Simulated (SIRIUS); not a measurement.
A self-consistent single point of MgZn₃S₄ (P-43m, 8 atoms in the cell; from Materials Project mp-1120718, changed as shown) with SIRIUS.

Method: LDA (PW92), PseudoDojo 0.4 standard norm-conserving LDA (tails mended) pseudopotentials (plane waves; SIRIUS).

The change in words: lattice scaled by 0.98. Reference geometry (P-43m):
```xyz
8
Lattice="5.4586 0.0000 0.0000 0.0000 5.4586 0.0000 0.0000 0.0000 5.4586" Properties=species:S:1:pos:R:3 pbc="T T T"
Mg     2.7293     2.7293     2.7293
Zn     0.0000     0.0000     2.7293
Zn     2.7293     0.0000     0.0000
Zn     0.0000     2.7293     0.0000
S      4.1285     4.1285     1.3301
S      4.1285     1.3301     4.1285
S      1.3301     1.3301     1.3301
S      1.3301     4.1285     4.1285
```

Reference input (self-consistent single point, DFT, LDA (PW92), plane waves, PseudoDojo 0.4 standard norm-conserving LDA (tails mended) pseudopotentials): parameters.ngridk = 6 6 6; parameters.xc_functionals = [XC_LDA_X, XC_LDA_C_PW]; parameters.gk_cutoff = 9.165 1/bohr; parameters.pw_cutoff = 18.331 1/bohr; parameters.smearing = gaussian; parameters.smearing_width = 0.0001 Ha; potentials = PseudoDojo 0.4 standard norm-conserving LDA (tails mended) pseudopotentials; parameters.electronic_structure_method = pseudopotential; parameters.num_bands = 56; parameters.num_mag_dims = 0; parameters.num_dft_iter = 100; parameters.energy_tol = 1e-07 Ha. This run's input differs from it in these lines:

```diff
@@ -32,5 +32,5 @@
     "lattice_vectors": [
-      [10.315293039, 0.0, 0.0],
-      [0.0, 10.315293039, 0.0],
-      [0.0, 0.0, 10.315293039]
+      [10.1089878585, 0.0, 0.0],
+      [0.0, 10.1089878585, 0.0],
+      [0.0, 0.0, 10.1089878585]
     ],
```

Output, abridged:

```
[find] density tolerance         : 1e-06
[find] total energy tolerance    : 1e-07
[find] iter_solver_tol (initial) : 0.01
[find] iter_solver_tol (target)  : 1e-13
[find] num_dft_iter              : 100
Charges and magnetic moments
--------------------------------------------------------------------------------
total charge          : 94.000000
[find] | SCF iteration   0 out of 100|
[diagonalize] iterative solver tolerance (occupied, empty): 0.01 0.01
[diagonalize] average number of iterations: 5.45
[find] Charges and magnetic moments
[find] total charge          : 94.000000
[find] Energy
   [... lines left out ...]

[find] Charges and magnetic moments
[find] total charge          : 94.000000
[find] Energy
[find] smearing (-TS)                 :       0.00000000
[find] Total energy                   :    -730.56167671 (Ha),   -1461.12335341 (Ry)
[find] Free energy (E-TS)             :    -730.56167671 (Ha),   -1461.12335341 (Ry)
[find] band gap (eV)                  :       2.38843793
[find] Efermi                         :       0.30860781
[find] iteration : 13, RMS (target) : 2.0143e-07 (1.0000e-06) , energy difference (target) : -2.5238e-11 (1.0000e-07)
[find] bands are converged : true
[find] iterative solver converged : true
[find] converged after 14 SCF iterations!
[find] Charges and magnetic moments
[find] total charge          : 94.000000
[find] Energy
[find] smearing (-TS)                 :       0.00000000
[find] Total energy                   :    -730.56167671 (Ha),   -1461.12335341 (Ry)
[find] Free energy (E-TS)             :    -730.56167671 (Ha),   -1461.12335341 (Ry)
[find] band gap (eV)                  :       2.38843793
[find] Efermi                         :       0.30860781
[ground_state] === stress tensor components [kbar] ===
[ground_state] === stress_total ===
[ground_state]    -9.067618    0.000000   -0.000000
[ground_state]     0.000000   -9.067618   -0.000000
[ground_state]    -0.000000   -0.000000   -9.067618
[ground_state] ==== total Forces in Ha/bohr =====
   [... lines left out ...]
[ground_state] atom:    3, force:      -0.0000000     -0.0000000      0.0000000
[ground_state] atom:    4, force:       0.0013704      0.0013704     -0.0013704
[ground_state] atom:    5, force:       0.0013704     -0.0013704      0.0013704
[ground_state] atom:    6, force:      -0.0013704     -0.0013704     -0.0013704
[ground_state] atom:    7, force:      -0.0013704      0.0013704      0.0013704
```

The run converged in 14 iterations. SIRIUS prints the stress tensor with tension positive. Against the reference run the free energy falls by 10.6 meV/atom, the pressure goes from -3.51 to 0.91 GPa, the largest force goes from 0.135 to 0.122 eV/Å and the gap on the mesh goes from 2.123 to 2.388 eV.

The structure comes from a collection of computed structures, made at another level of theory; the collection holds predicted forms beside known ones. Its lattice was then scaled.

Cost on one core: very roughly 4 core-minutes.

The gap that the log prints is read on the run's mesh, which can miss the band edges or a crossing.

“Tails mended”: in these copies of the files the far tail of each local potential was reset to the Coulomb form.
